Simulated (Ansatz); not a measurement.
Starting cell, InSb (zinc blende):

```yaml
crystal:
  lattice:
    - [0.00000, 3.31730, 3.31730]
    - [3.31730, 0.00000, 3.31730]
    - [3.31730, 3.31730, 0.00000]
  atoms:
    - { symbol: Sb, position: [0.75000, 0.75000, 0.75000] }
    - { symbol: In, position: [0.00000, 0.00000, 0.00000] }
```

Scan: atom 1 (Sb, nearest neighbour In at 2.873 Å; its periodic images, 4.7 Å or more away, move with it) is displaced along Cartesian x, direction (1.000, 0.000, 0.000) in Cartesian axes, by s. The other atoms stay.

These are PBE (plane waves to 420 eV, PAW, scalar-relativistic; Ansatz, a quantum-chemistry and plane-wave program) values and carry that method's errors. k mesh 10×10×10 (Γ-centred), Fermi-Dirac smearing 0.05 eV. The energy includes the smearing's −TS. With partly filled bands, energies and forces of such displacements shift with the k mesh and the smearing. At this level the bands of InSb touch or barely overlap; measurements give the solid a gap. InSb was relaxed with its symmetry unable to fall. Spin-orbit coupling is left out, though Sb is heavy. The zero of ΔE is the undisplaced structure. The last digit holds for this mesh only.

```tsv
s (Å)	ΔE (meV/cell)
-0.860	1742.4
-0.688	1203.2
-0.516	720.6
-0.344	withheld
-0.172	86.4
0.000	0.0
0.172	86.4
0.344	withheld
0.516	720.6
0.688	1203.2
0.860	1742.4
```

Problem. Fit an even polynomial form (powers 2, 4, 6) to the given rows and predict ΔE at s = -0.344.

Solution. Least squares on the 9 given rows: ΔE = (2944)·s² + (-946.7)·s⁴ + (204.6)·s⁶, in meV/cell with s in Å; root-mean-square residual 0.09 meV/cell. At -0.344 the fit gives 335.5 meV/cell; the calculation gives 334.9 meV/cell, so the interpolation is off by 0.6 (+0.2 %). The quadratic term alone would give 348.4 meV/cell.

(For displaced atoms, the force is minus the slope of the energy, and its curvature is a force constant, which sets phonon frequencies.)
